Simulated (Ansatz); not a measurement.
A geometry of BePd away from equilibrium: the start of the relaxation of a generated cell, BePd built in the AFLOW prototype AB_oP8_57_d_d (as in TlF). Calculation: PBEsol (plane waves to 420 eV, PAW, scalar-relativistic; Ansatz, a quantum-chemistry and plane-wave program). Γ-centred k-mesh 7×7×8 on the run's cell (coarser than for final values), Fermi–Dirac smearing 0.05 eV.

```xyz
8
Lattice="4.9386 0.0000 0.0000 0.0000 4.4469 0.0000 0.0000 0.0000 4.1993" Properties=species:S:1:pos:R:3 pbc="T T T"
Be     1.2594     2.2661     1.0498
Be     1.2594     4.4042     3.1495
Be     3.6793     0.0427     1.0498
Be     3.6793     2.1807     3.1495
Pd     4.2438     2.5027     1.0498
Pd     4.2438     4.1676     3.1495
Pd     0.6949     0.2793     1.0498
Pd     0.6949     1.9442     3.1495
```

Task: What forces act on the atoms (eV/Å)?

Result: 
```
atom     Fx     Fy    Fz
----  -----  -----  ----
Be1    3.74   1.75  0.00
Be2    3.74  -1.75  0.00
Be3   -3.74   1.75  0.00
Be4   -3.74  -1.75  0.00
Pd5   -4.41  -0.99  0.00
Pd6   -4.41   0.99  0.00
Pd7    4.41  -0.99  0.00
Pd8    4.41   0.99  0.00
```

Task: What is the pressure?

Result: +38.8 GPa, compression positive.

Task: How much energy per atom can still be gained by relaxing?

Result: 0.69 eV/atom; the path ends in P4/nmm (No. 129) (AFLOW prototype AB_tP4_129_c_c (B11, as in TiCu)).

No spin polarisation in the result.

The run could not lose the symmetry of its start, so the end can be a saddle point.

The end of the path is a generated cell of BePd: the first start was made by placing the elements on the sites of a structure type, and the end was not matched to a known phase here, so it may be hypothetical.
